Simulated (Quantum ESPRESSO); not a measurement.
Parts of the isotropic shielding in Sr2HfSnO6, by GIPAW with PBE in a modified build of Quantum ESPRESSO, on JTH PAW datasets, 22.5 Ha, k-mesh 4×4×4 shifted:

```yaml
crystal:
  lattice:
    - [0.00000, 4.12349, 4.12349]
    - [4.12349, 0.00000, 4.12349]
    - [4.12349, 4.12349, 0.00000]
  atoms:
    - { symbol: Sr, position: [0.25000, 0.25000, 0.25000] }
    - { symbol: Sr, position: [0.75000, 0.75000, 0.75000] }
    - { symbol: Hf, position: [0.00000, 0.00000, 0.00000] }
    - { symbol: Sn, position: [0.50000, 0.50000, 0.50000] }
    - { symbol: O, position: [0.75004, 0.24996, 0.24996] }
    - { symbol: O, position: [0.24996, 0.75004, 0.75004] }
    - { symbol: O, position: [0.24996, 0.75004, 0.24996] }
    - { symbol: O, position: [0.75004, 0.24996, 0.75004] }
    - { symbol: O, position: [0.24996, 0.24996, 0.75004] }
    - { symbol: O, position: [0.75004, 0.75004, 0.24996] }
```
The cell comes from the Materials Project (a computed structure). It is Sr2HfSnO6 in Fm-3m; whether this form has been observed was not checked. Stability against distortions was not tested. The run has no spin polarisation.

The core term is that of the free atom's frozen core; the paramagnetic column sums the reconstruction terms. Shieldings are absolute and leave out the bulk-susceptibility term; a larger σ means a smaller chemical shift. By our sweeps, such settings leave a few ppm in absolute σ on light atoms and up to some 20 ppm from Zn on. Spin–orbit coupling is left out; its weight grows with the heaviest atom, Hf here.

| site | core | bare (smooth current) | diamagnetic correction | paramagnetic corrections | σ_iso (ppm) |
|---|---|---|---|---|---|
| Sr (atoms 1, 2) | 3441.1 | 100.0 | -5.8 | … | … |
| Sn (atom 4) | 5053.9 | 48.8 | 166.1 | … | … |
| O (atoms 5, 6, 7, 8, 9, 10) | 271.1 | 7.9 | 26.1 | … | … |

What belongs in the gaps?


- Sr (atoms 1, 2), paramagnetic corrections: -549.9
- Sr (atoms 1, 2), σ_iso (ppm): 2985.3
- Sn (atom 4), paramagnetic corrections: -2262.0
- Sn (atom 4), σ_iso (ppm): 3006.8
- O (atoms 5, 6, 7, 8, 9, 10), paramagnetic corrections: -295.8
- O (atoms 5, 6, 7, 8, 9, 10), σ_iso (ppm): 9.2
